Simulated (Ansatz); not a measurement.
Here is the system:

TePb₂S:
```xyz
4
Lattice="2.2109 1.2765 7.2056 -2.2109 1.2765 7.2056 0.0000 -2.5529 7.2056" Properties=species:S:1:pos:R:3 pbc="T T T"
Te     0.0000     0.0000    10.8084
Pb     0.0000     0.0000    16.0289
Pb     0.0000     0.0000     5.5879
S      0.0000     0.0000     0.0000
```

This is the r²SCAN-relaxed structure. x, y and z are the axes in which the lattice vectors are written.

Question: All from DFT-r²SCAN in the program Ansatz with PAW potentials, unless another level is named. Give the Hill bulk and shear moduli.

Answer: 49.0 and 28.1 GPa.

Question: Give the elastic constants (relaxed ions, GPa).

Answer: C11 = 84.5, C12 = 26.9, C13 = 37.0, C14 = 17.1, C33 = 70.6, C44 = 43.1.

Space group R-3m. The first step of the workflow began from a Materials Project structure, measured or hypothetical; the Crystallography Open Database copy checked does not list it. Whether it is the stable phase at ambient conditions was not checked. Symmetry was held in the r²SCAN relaxation; its stability against distortions is not shown here. Scalar-relativistic: spin–orbit coupling is off unless named, which matters more the heavier the elements.

Potentials: the later of the program's two PAW sets.
